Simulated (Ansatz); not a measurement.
AlNi:
```yaml
crystal:
  lattice:
    - [2.83227, 0.00000, 0.00000]
    - [0.00000, 2.83227, 0.00000]
    - [0.00000, 0.00000, 2.83227]
  atoms:
    - { symbol: Al, position: [0.50000, 0.50000, 0.50000] }
    - { symbol: Ni, position: [0.00000, 0.00000, 0.00000] }
```

Relaxed with LDA.

**Question.** Which orbitals make up the states near the Fermi level in the program Ansatz at the LDA level (PAW)?

**Answer.** Within 0.5 eV of the Fermi level: Ni 3d 56 %, Al 3p 30 %. Projections are on Löwdin-orthogonalised atomic valence shells; empty p or d shells of many metals are not among them.

**Question.** Tabulate the density of states.

**Answer.** States/eV per cell of 2 atoms, in 0.25 eV bins, energy from the Fermi level.

```
E (eV)  total  Ni 3d  Al 3p  Al 3s
------  -----  -----  -----  -----
-7.85    0.35   0.02   0.16   0.11
-7.60    0.38   0.03   0.17   0.12
-7.35    0.41   0.03   0.18   0.14
-7.10    0.45   0.04   0.18   0.17
-6.85    0.47   0.06   0.19   0.17
-6.60    0.51   0.08   0.21   0.17
-6.35    0.55   0.11   0.22   0.17
-6.10    0.60   0.15   0.22   0.18
-5.85    0.67   0.21   0.23   0.19
-5.60    0.72   0.27   0.23   0.18
-5.35    0.63   0.23   0.23   0.12
-5.10    0.63   0.24   0.23   0.10
-4.85    0.67   0.27   0.25   0.09
-4.60    0.77   0.33   0.28   0.08
-4.35    1.23   0.63   0.40   0.09
-4.10    2.01   1.21   0.60   0.09
-3.85    1.53   1.02   0.39   0.07
-3.60    1.91   1.44   0.38   0.05
-3.35    2.97   2.33   0.57   0.01
-3.10    2.78   2.16   0.56   0.00
-2.85    1.53   1.27   0.19   0.00
-2.60    3.74   3.39   0.21   0.01
-2.35    4.05   3.78   0.15   0.01
-2.10    7.33   6.85   0.28   0.01
-1.85    4.52   4.20   0.20   0.01
-1.60    2.02   1.81   0.14   0.01
-1.35    0.68   0.53   0.10   0.01
-1.10    0.48   0.37   0.07   0.00
-0.85    0.62   0.46   0.11   0.00
-0.60    1.95   1.50   0.32   0.02
-0.35    1.14   0.74   0.28   0.04
-0.10    0.86   0.48   0.26   0.04
0.15     0.71   0.34   0.25   0.04
0.40     0.60   0.26   0.24   0.04
0.65     0.51   0.20   0.22   0.04
0.90     0.44   0.15   0.20   0.03
1.15     0.37   0.11   0.18   0.03
1.40     0.31   0.08   0.15   0.03
1.65     0.33   0.08   0.13   0.02
1.90     0.37   0.08   0.10   0.02
2.15     0.51   0.09   0.10   0.05
2.40     0.71   0.14   0.13   0.11
2.65     0.83   0.16   0.19   0.15
2.90     0.84   0.17   0.21   0.21
3.15     0.82   0.15   0.23   0.22
3.40     0.78   0.13   0.25   0.21
3.65     0.73   0.12   0.24   0.20
3.90     0.77   0.10   0.25   0.23
4.15     0.73   0.09   0.25   0.20
4.40     0.72   0.08   0.25   0.20
4.65     0.73   0.07   0.26   0.20
```

Space group Pm-3m (CsCl type). The LDA relaxation kept the symmetry of its start. No spin polarisation was allowed.

Potentials: the earlier of the program's two PAW sets. The files were generated under PBE; for other functionals the program regenerates the frozen cores, and for LDA and PBEsol the local potential too.
